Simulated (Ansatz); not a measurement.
The calculation used Ansatz, DFT PBE, scalar-relativistic, plane waves, PAW. Settings: cutoff 420 eV, Γ-centred meshes spaced at most about 0.3 Å⁻¹, and about 0.25 Å⁻¹ or finer for metals (2π included), Gaussian smearing. No spin polarisation in the final relaxations.

These are static total energies at zero pressure.

Compare these two cells of TaGe3Pd2, each relaxed at this level.

A.

```xyz
6
Lattice="4.4225 0.0000 0.0000 -2.2112 3.8300 0.0000 0.0000 0.0000 9.7477" Properties=species:S:1:pos:R:3 pbc="T T T"
Ta    0.0000    0.0000    4.8739
Ge    0.0000    0.0000    7.3090
Ge    0.0000    0.0000    2.4388
Ge    0.0000    0.0000    0.0000
Pd    0.0000    2.5533    0.0000
Pd    2.2112    1.2767    0.0000
```

B.

```xyz
6
Lattice="5.3618 0.0000 0.0000 -2.6809 4.6434 0.0000 0.0000 0.0000 4.2279" Properties=species:S:1:pos:R:3 pbc="T T T"
Ta    0.0000    0.0000    0.0000
Ge    2.6809    0.0000    2.1140
Ge    1.3404    2.3217    2.1140
Ge   -1.3404    2.3217    2.1140
Pd    0.0000    3.0956    0.0000
Pd    2.6809    1.5478    0.0000
```

Problem. Which form is favoured at zero pressure, and by what margin per atom?

Solution. B is lower, by 0.82 eV/atom. A has space group P6/mmm (No. 191), 27.5 Å³/atom and no gap on its mesh; B has space group P6/mmm (No. 191), 17.5 Å³/atom and no gap. Counting Ge atoms around Pd and Ta (those within 1.25 times the shortest such distance or 1.15 times the sum of covalent radii, 1.27 where that leaves under three), A has Ta 2, Pd 3 and B has Ta 12, Pd 6. A holds Ge–Ge units of three or more atoms (shortest 2.44 Å); in B the shortest Ge–Ge distance is 2.68 Å, near bonding range too. The denser one is the lower, and pressure would at first widen the difference. Even the lower one lies +0.32 eV/atom against the reference forms of the elements (uncorrected), so neither is stable at this level. In A, Ta is surrounded by 2 Ge at 2.44 Å; Ge on a site of symmetry 6mm is surrounded by 1 Ta at 2.44 Å and 1 Ge at 2.44 Å; Pd is surrounded by 3 Ge at 2.55 Å and 3 Pd at 2.55 Å; 1 more site not described. In B, Ta is surrounded by 6 Pd at 3.10 Å and 12 Ge at 3.41 Å; Ge has 4 Pd at 2.62 Å, 4 Ge at 2.68 Å and 4 Ta at 3.41 Å; around Pd lie 6 Ge at 2.62 Å, 3 Ta at 3.10 Å and 3 Pd at 3.10 Å. Both come from invented guesses. A third cell relaxed alike, in P4/mmm, lies 0.45 eV/atom below the lower of the two.

These runs have no spin–orbit coupling, which can matter for Ta. Cells relaxed within their symmetry can be saddle points.
